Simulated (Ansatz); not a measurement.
Relaxation of a relaxed SnO cell displaced along its unstable phonon at q = (½, 0, 0) of its primitive reciprocal cell (50i cm⁻¹), largest move 0.15 Å; 8 atoms in the cell, which starts as Pmma (No. 51), oP8; a = 6.395 Å, b = 6.249 Å, c = 3.198 Å, α = 90.00°, β = 90.00°, γ = 90.00°. All values below come from r2SCAN (plane waves to 500 eV, PAW, scalar-relativistic; Ansatz, a program for electronic structure). Γ-centred k-mesh 4×7×4 on the run's cell (coarser than for final values), Fermi–Dirac smearing 0.05 eV. This is the first round of the run. 

The optimiser's lines from the output (shortened; P is positive under compression):

```
relax step   1: F+E_penalty+E_count = -26426.70633037 eV  Δ(F+E_penalty+E_count) = +0.000e0 eV  max|allowed force component| = 1.378e-1 eV/Å  Δτ_max = 0.0000 Å  P = -0.145 GPa  Ω = 127.789 Å³  (8 SCF iters, dr2 threshold 1.00e-7 eV, accepted)
relax step   2: F+E_penalty+E_count = -26426.72647859 eV  Δ(F+E_penalty+E_count) = -2.015e-2 eV  max|allowed force component| = 2.049e-1 eV/Å  Δτ_max = 0.0493 Å  P = +0.087 GPa  Ω = 127.485 Å³  (7 SCF iters, dr2 threshold 8.00e-7 eV, accepted)
relax step   3: F+E_penalty+E_count = -26426.75937315 eV  Δ(F+E_penalty+E_count) = -3.289e-2 eV  max|allowed force component| = 2.371e-1 eV/Å  Δτ_max = 0.0694 Å  P = +0.129 GPa  Ω = 127.284 Å³  (7 SCF iters, dr2 threshold 8.00e-7 eV, accepted)
relax step   4: F+E_penalty+E_count = -26426.81302369 eV  Δ(F+E_penalty+E_count) = -5.365e-2 eV  max|allowed force component| = 2.962e-1 eV/Å  Δτ_max = 0.0793 Å  P = +0.224 GPa  Ω = 126.912 Å³  (7 SCF iters, dr2 threshold 8.00e-7 eV, accepted)
relax step   5: F+E_penalty+E_count = -26426.95595720 eV  Δ(F+E_penalty+E_count) = -1.429e-1 eV  max|allowed force component| = 1.903e-1 eV/Å  Δτ_max = 0.1956 Å  P = -0.424 GPa  Ω = 126.415 Å³  (7 SCF iters, dr2 threshold 8.00e-7 eV, accepted)
relax step   6: F+E_penalty+E_count = -26426.99223446 eV  Δ(F+E_penalty+E_count) = -3.628e-2 eV  max|allowed force component| = 6.762e-1 eV/Å  Δτ_max = 0.1955 Å  P = -1.728 GPa  Ω = 125.571 Å³  (7 SCF iters, dr2 threshold 8.00e-7 eV, accepted)
relax step   7: F+E_penalty+E_count = -26427.07550947 eV  Δ(F+E_penalty+E_count) = -8.328e-2 eV  max|allowed force component| = 1.247e-1 eV/Å  Δτ_max = 0.1024 Å  P = -0.121 GPa  Ω = 125.238 Å³  (8 SCF iters, dr2 threshold 8.00e-7 eV, accepted)
relax step   8: F+E_penalty+E_count = -26427.09788575 eV  Δ(F+E_penalty+E_count) = -2.238e-2 eV  max|allowed force component| = 8.446e-2 eV/Å  Δτ_max = 0.0410 Å  P = -0.279 GPa  Ω = 124.922 Å³  (7 SCF iters, dr2 threshold 8.00e-7 eV, accepted)
relax step   9: F+E_penalty+E_count = -26427.09893458 eV  Δ(F+E_penalty+E_count) = -1.049e-3 eV  max|allowed force component| = 2.105e-2 eV/Å  Δτ_max = 0.0134 Å  P = +0.073 GPa  Ω = 124.726 Å³  (6 SCF iters, dr2 threshold 4.46e-7 eV, accepted)
relax step  10: F+E_penalty+E_count = -26427.09902882 eV  Δ(F+E_penalty+E_count) = -9.424e-5 eV  max|allowed force component| = 8.994e-3 eV/Å  Δτ_max = 0.0036 Å  P = +0.012 GPa  Ω = 124.789 Å³  (6 SCF iters, dr2 threshold 7.48e-8 eV, accepted)
relax step  11: F+E_penalty+E_count = -26427.09912737 eV  Δ(F+E_penalty+E_count) = -9.856e-5 eV  max|allowed force component| = 4.138e-3 eV/Å  Δτ_max = 0.0005 Å  P = -0.013 GPa  Ω = 124.801 Å³  (6 SCF iters, dr2 threshold 5.48e-8 eV, accepted)
relax step  12: F+E_penalty+E_count = -26427.09913815 eV  Δ(F+E_penalty+E_count) = -1.078e-5 eV  max|allowed force component| = 1.430e-4 eV/Å  Δτ_max = 0.0004 Å  P = -0.004 GPa  Ω = 124.795 Å³  (5 SCF iters, dr2 threshold 4.89e-9 eV, accepted)
relax step  13: F+E_penalty+E_count = -26427.09994809 eV  Δ(F+E_penalty+E_count) = -8.099e-4 eV  max|allowed force component| = 1.433e-4 eV/Å  Δτ_max = 0.0000 Å  P = +0.037 GPa  Ω = 124.795 Å³  stress off target by 1.00e-1 GPa  SCF on the basis re-selected at this cell (its energy is not comparable with the rows above)  (7 SCF iters)
relax step  14: F+E_penalty+E_count = -26427.09996767 eV  Δ(F+E_penalty+E_count) = -1.958e-5 eV  max|allowed force component| = 1.889e-3 eV/Å  Δτ_max = 0.0002 Å  P = -0.022 GPa  Ω = 124.863 Å³  (6 SCF iters, dr2 threshold 2.51e-8 eV, accepted)
relax step  15: F+E_penalty+E_count = -26427.09997641 eV  Δ(F+E_penalty+E_count) = -8.741e-6 eV  max|allowed force component| = 1.306e-4 eV/Å  Δτ_max = 0.0001 Å  P = -0.001 GPa  Ω = 124.842 Å³  (6 SCF iters, dr2 threshold 2.08e-9 eV, accepted)
relax step  16: F+E_penalty+E_count = -26427.09998711 eV  Δ(F+E_penalty+E_count) = -1.070e-5 eV  max|allowed force component| = 1.237e-4 eV/Å  Δτ_max = 0.0000 Å  P = -0.001 GPa  Ω = 124.842 Å³  stress off target by 9.75e-4 GPa  SCF on the basis re-selected at this cell (its energy is not comparable with the rows above)  (6 SCF iters)
```

From the first to the last row the energy changes by -0.05 eV/atom and the volume by -2.3 %. The last row is marked as not comparable with the walk above it, whose basis was carried along; it does compare with step 1, since both stand on a basis selected at the nominal cutoff for their own cell.

Later rounds, restarted from the end of this one on a renewed k-mesh, logged 4 more steps and released under 0.01 eV/atom more. The final structure after all rounds: Pmma (No. 51), oP8; a = 6.0151 Å, b = 5.8925 Å, c = 3.5195 Å, α = β = γ = 90.00°. Between re-selections the logged energies stand on a plane-wave basis carried along with the cell. No spin polarisation in the result.

The run could not lose the symmetry of its start: the end is stationary, and may be a saddle point rather than a minimum.

The relaxed structure here is a generated cell of SnO: the first start was made by placing the elements on the sites of a structure type, and the end was not matched to a known phase here, so it may be hypothetical. Known forms of SnO include space group No. 129.
